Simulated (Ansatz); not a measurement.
The cell below belongs to a search over invented structures; it isn't taken from experiment.

Input and command of a plane-wave DFT calculation in Ansatz:

```yaml
crystal:
  lattice:
    - [4.078119854, 0.0, 0.0]
    - [0.0, 2.8483761687, 2.6627163255]
    - [0.0, -2.8483761687, 2.6627163255]
  atoms:
    - { symbol: Ni, position: [0.5, 0.6716563503, 0.6716563503], spin: 0.83 }
    - { symbol: H, position: [0.5, 0.4457650444, 0.2985166968] }
    - { symbol: H, position: [0.5, 0.2985166968, 0.4457650444] }
    - { symbol: Cl, position: [0.0, 0.8090619285, 0.8090619285] }
basis:
  ecutwfc: 420
kpoints:
  mp_grid: { grid: [10, 10, 10] }
hamiltonian:
  xc: pbe
scf:
  occupations: { method: gaussian, width: 0.1 }
output:
  forces: true
  stress: true
  eigenvalues: true
  populations: true
magnetization:
  spin_polarized: true
relax:
  adjacent_minimum: "off"
  f_tol: 0.01
  max_steps: 80
  cell: { stress_tol: 0.05 }
```

```bash
ansatz run input.yaml --threads 1 --pin off --max-ram 2560MiB --backend cpu --events-out ev --progress --plain --runs-dir out
```

Processor: Intel(R) Xeon(R) Processor @ 2.30GHz, 1 thread, on a host shared with other jobs.

Problem. Estimate time, memory and problem size.

Solution. About 4 min, peak memory 0.7 GiB. It solves 18 bands at 186 k points (after reduction by symmetry) with about 1233 plane waves (on the last cell), in 53 SCF iterations over 6 ionic steps.
